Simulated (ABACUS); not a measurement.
Consider a self-consistent single point of the (001) slab of HfN (cut from a parent of space group no. 225; 8 atoms in the cell).

```
CELL_PARAMETERS angstrom
      3.19027     0.00000     0.00000
     -3.19027     3.19027     0.00000
      0.00000     0.00000    22.76760
ATOMIC_POSITIONS crystal
  Hf 0.00000 0.00000 0.45046
  Hf 0.00000 0.50000 0.35138
  Hf 0.00000 0.00000 0.64862
  Hf 0.00000 0.50000 0.54954
  N  0.00000 0.50000 0.45046
  N  0.00000 0.00000 0.35138
  N  0.00000 0.50000 0.64862
  N  0.00000 0.00000 0.54954
```

Method: ABACUS with PBE, numerical atomic orbitals DZP (confined pseudo-atomic orbitals with Gaussian additions; energy shift 0.003 Ry), PseudoDojo 0.5 standard norm-conserving PBE (tails mended) pseudopotentials.

ABACUS settings:

| setting | value |
|---|---|
| basis | DZP numerical atomic orbitals, energy shift 0.003 Ry |
| KPT | Gamma 6 6 1 0 0 0 |
| basis_type | lcao |
| ecutwfc | 100 Ry |
| smearing_method | mv |
| smearing_sigma | 0.00734986 Ry |
| potentials | PseudoDojo 0.5 standard norm-conserving PBE (tails mended) |
| symmetry | 1 |
| symmetry_prec | 1e-05 |
| ks_solver | scalapack_gvx |
| scf_nmax | 100 |
| scf_thr | 1.0e-07 |
| mixing_type | broyden |

Results:

| Property | Value |
|---|---|
| Number of valence electrons | 68 |
| Number of bands | 44 |
| Number of k-points after the program's reduction | 10 |
| Size of the basis | 156 |
| Number of SCF iterations | 22 |
| Free energy E − TS | -7279.9356 eV |
| Fermi level (on the code's own zero) | 6.10 eV |
| Pressure averaged over the cell with its vacuum | -0.49 GPa |
| Largest force (vector length) | 1.249 eV/Å |

Forces (eV/Å):
| atom | Fx | Fy | Fz |
|---|---|---|---|
| Hf1 | 0.000 | 0.000 | -0.034 |
| Hf2 | 0.000 | 0.000 | 1.249 |
| Hf3 | 0.000 | 0.000 | -1.249 |
| Hf4 | 0.000 | 0.000 | 0.034 |
| N5 | 0.000 | 0.000 | -0.861 |
| N6 | 0.000 | 0.000 | -1.150 |
| N7 | 0.000 | 0.000 | 1.150 |
| N8 | 0.000 | 0.000 | 0.861 |

The atom-centred basis is finite, which shifts total energies and forces against plane waves. Forces above 1 eV/Å remain at this geometry, of which the finite basis can carry a part. No dipole correction was used; where the two faces of such a cut differ, images can couple through a dipole. The bare cut can leave dangling bonds, and the run has no spin polarisation, so a lower magnetic or reconstructed surface may exist. No clean gap shows at this smearing width and mesh (spacing up to 0.46 Å⁻¹); the mesh is coarse for partly filled bands, so the values carry mesh errors.

Cost on one core: about 6 core-minutes (a rough figure).

The atomic orbitals were generated for these runs; they are not ABACUS's published sets and were checked against plane waves on a few crystals only.

“Tails mended”: in these copies of the files the far tail of each local potential was reset to the Coulomb form.
